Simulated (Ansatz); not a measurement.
CsCl (CsCl type)

```xyz
2
Lattice="4.2053 0.0000 0.0000 0.0000 4.2053 0.0000 0.0000 0.0000 4.2053" Properties=species:S:1:pos:R:3 pbc="T T T"
Cs     0.0000     0.0000     0.0000
Cl     2.1026     2.1026     2.1026
```

The volume is varied about the relaxed value V₀ at fixed cell shape. Symmetry pins the atoms to their sites.

Level of theory: PBE (plane waves to 420 eV, PAW, scalar-relativistic; Ansatz, a program for electronic structure). k mesh 8×8×8 (Γ-centred), Fermi-Dirac smearing 0.05 eV. E stands for the smeared free energy. Compression counts positive. CsCl was relaxed with its symmetry unable to fall. ΔE is measured from the relaxed starting cell.

| V (Å³/atom) | ΔE (meV/atom) |
|---|---|
| 31.234 | withheld |
| 32.226 | 40.0 |
| 33.217 | 24.1 |
| 34.209 | 12.8 |
| 35.201 | 5.4 |
| 36.192 | 1.3 |
| 37.184 | 0.0 |
| 38.175 | 1.1 |
| 39.167 | 4.2 |
| 40.158 | 9.0 |
| 41.150 | 15.3 |
| 42.141 | 22.8 |
| 43.133 | 31.4 |

Fit a third-order Birch-Murnaghan form (E₀, V₀, B₀, B₀′ free) to the given rows and predict ΔE at V = 31.234.

Least squares on the 12 given rows: ΔE = E₀ + (9V₀B₀/16)·y²·[2 + (B₀′ − 4)y], y = (V₀/V)^(2/3) − 1, with V₀ = 37.202 Å³/atom, B₀ = 14.37 GPa (160.2 GPa = 1 eV/Å³; the term in eV is multiplied by 1000), B₀′ = 5.11, E₀ = 0.00 meV/atom; root-mean-square residual 0.01 meV/atom. At 31.234 the fit gives 61.3 meV/atom; the calculation gives 61.3 meV/atom, the same to the digits shown. For the pressure the fit gives 3.93 GPa against the computed 3.93 GPa.

(Under strain, the slope of the energy per volume gives the stress and its curvature an elastic modulus.)
